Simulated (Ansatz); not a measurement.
SiGeC₂:
```xyz
4
Lattice="3.1562 0.0000 0.0000 0.0000 3.1562 0.0000 0.0000 0.0000 4.4562" Properties=species:S:1:pos:R:3 pbc="T T T"
Si     0.0000     0.0000     0.0000
C      1.5781     0.0000     1.0529
Ge     1.5781     1.5781     2.2281
C      0.0000     1.5781     3.4033
```

Relaxed with r²SCAN. Independent-particle spectrum: no excitons, no local fields, no scissors shift; 0.1 eV broadening; ε₁ of the summed bands alone.

**Question.** Tabulate the dielectric function from r²SCAN in the plane-wave PAW code Ansatz.

**Answer.** 

| E (eV) | ε₁ xx | ε₂ xx | ε₁ zz | ε₂ zz |
|---|---|---|---|---|
| 0.0 | 6.95 | 0.00 | 7.04 | 0.00 |
| 0.5 | 6.98 | 0.00 | 7.07 | 0.00 |
| 1.0 | 7.06 | 0.00 | 7.16 | 0.00 |
| 1.5 | 7.22 | 0.00 | 7.31 | 0.00 |
| 2.0 | 7.47 | 0.00 | 7.54 | 0.00 |
| 2.5 | 7.83 | 0.10 | 7.91 | 0.03 |
| 3.0 | 8.15 | 0.23 | 8.29 | 0.13 |
| 3.5 | 8.60 | 0.24 | 8.82 | 0.15 |
| 4.0 | 9.36 | 0.23 | 9.63 | 0.15 |
| 4.5 | 10.51 | 0.30 | 10.92 | 0.19 |
| 5.0 | 12.51 | 0.35 | 13.12 | 0.27 |
| 5.5 | 16.90 | 2.13 | 18.55 | 2.40 |
| 6.0 | 20.18 | 11.47 | 22.07 | 12.84 |
| 6.5 | 16.06 | 20.63 | 14.29 | 24.21 |
| 7.0 | 4.00 | 22.32 | 2.22 | 22.48 |
| 7.5 | -3.67 | 14.83 | -4.74 | 15.28 |
| 8.0 | -0.95 | 10.65 | -2.54 | 10.55 |
| 8.5 | -1.60 | 11.77 | -1.56 | 10.79 |
| 9.0 | -3.80 | 10.32 | -3.78 | 9.38 |
| 9.5 | -4.60 | 7.75 | -4.53 | 7.40 |
| 10.0 | -4.32 | 6.34 | -4.28 | 5.93 |
| 10.5 | -4.33 | 4.90 | -4.13 | 4.49 |
| 11.0 | -4.07 | 4.02 | -3.57 | 3.92 |
| 11.5 | -3.56 | 3.02 | -3.37 | 3.13 |
| 12.0 | -2.96 | 2.69 | -2.91 | 2.76 |

**Question.** From ε at 3.1 eV (xx: 8.22 + 0.24i), find n, k, the normal reflectivity and the absorption coefficient.

**Answer.** n = 2.87, k = 0.042, R = 23 %, α = 2kE/ħc = 13000 cm⁻¹.

With all bands, ε∞ without local fields is 7.03 (xx = yy), 7.12 (zz).

Space group P-4m2. The start of the workflow was typed in or built on a structure type; neither database checked (COD, Materials Project) lists it. Whether it is the stable phase at ambient conditions was not checked. Symmetry was held in the r²SCAN relaxation; its stability against distortions is not shown here. Scalar-relativistic: spin–orbit coupling is off unless named, which matters more the heavier the elements.

Potentials: the earlier of the program's two PAW sets.
